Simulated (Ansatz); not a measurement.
This cell of MoS2 (3R-MoS2 type, space group R3m) is off equilibrium:

```xyz
3
Lattice="1.6263 0.9390 6.3461 -1.6263 0.9390 6.3461 0.0000 -1.8779 6.3461" Properties=species:S:1:pos:R:3 pbc="T T T"
Mo     0.0000     0.0000    -0.0001
S      0.0000     0.0000    14.2255
S      0.0000     0.0000    11.1583
```

Computed with r2SCAN+rVV10 (plane waves to 500 eV, PAW, scalar-relativistic; Ansatz, a program for electronic structure). k mesh 12×12×12 (Γ-centred), Fermi-Dirac smearing 0.05 eV. Energies are smeared free energies. Stress and pressure are positive under compression. MoS2 is run without spin polarisation. MoS2 was relaxed with its symmetry unable to fall. This is one of several known forms of MoS2; the measured ambient cells at hand have space group No. 194.

Problem. What is the stress tensor (GPa)?

Solution. 
```
   -6.6      0.0      0.0
    0.0     -6.6      0.0
    0.0      0.0     -1.2
```
The pressure, a third of the trace, is -4.8 GPa.

Problem. It is the relaxed cell scaled evenly to V/V₀ = 1.075, atoms relaxed where free. What is its energy relative to the relaxed cell?

Solution. 21.4 meV/atom.

(Under strain, the slope of the energy per volume gives the stress and its curvature an elastic modulus.)
